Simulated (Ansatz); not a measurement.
## Zone-centre phonons of Sn at 18 GPa: input and output

These are results of DFT LDA, scalar-relativistic, plane waves, PAW (Ansatz), not measurements.

Launched with:
```bash
ansatz run input.yaml --threads 1 --pin off --max-ram 3072MiB --backend cpu --events-out ev --progress --plain --runs-dir out
```

Input (bare energies are in eV):
```yaml
crystal:
  lattice:
    - [0.0, 2.9980607997, 2.9980607997]
    - [2.9980607997, 0.0, 2.9980607997]
    - [2.9980607997, 2.9980607997, 0.0]
  atoms:
    - { symbol: Sn, position: [0.5, 0.5, 0.5] }
    - { symbol: Sn, position: [0.75, 0.75, 0.75] }
basis:
  ecutwfc: 420
kpoints:
  mp_grid: { grid: [12, 12, 12] }
hamiltonian:
  xc: lda
scf:
  occupations: { method: fermi_dirac, width: 0.15 }
output:
  eigenvalues: true
phonons:
  method: dfpt
  eigenvectors: true
```

The end of the output:
```
--- Phonons (Γ-DFPT): 1 representative perturbation + reference, on 163 of 1728 k-points (Σ response iterations 3) ---
  k mesh reduced under 8 symmetry operations, with k and −k counted as one. Each operation leaves every solved displacement unchanged or reverses it
  ASR residual: 5.506e-5 → 0.000e0 eV/Å²; symmetrization residual: 3.629e-12 eV/Å²
  ASR residual per site (eV/Å²): 5.51e-5 5.51e-5
  Γ frequencies (cm⁻¹): 0.00 0.00 0.00 247.25 247.25 247.25
  non-analytic LO–TO correction: not included (Born effective charges unavailable; polar crystals: no LO–TO splitting at Γ)
```

The run took 35 s on 1 thread of AMD EPYC 7R43 64-Core Processor (Zen 3), with other jobs on the host, peak memory 0.81 GiB.

With next to no gap, frequencies and elastic constants depend on the k mesh and the smearing, soft modes and shear constants most.

On the mesh the filled and empty bands stay 0.14 eV apart, little enough for the smearing to populate both, so at this level the crystal is a narrow-gap semiconductor or semimetal, not an ordinary metal; spin–orbit coupling, left out, can open or move such a gap.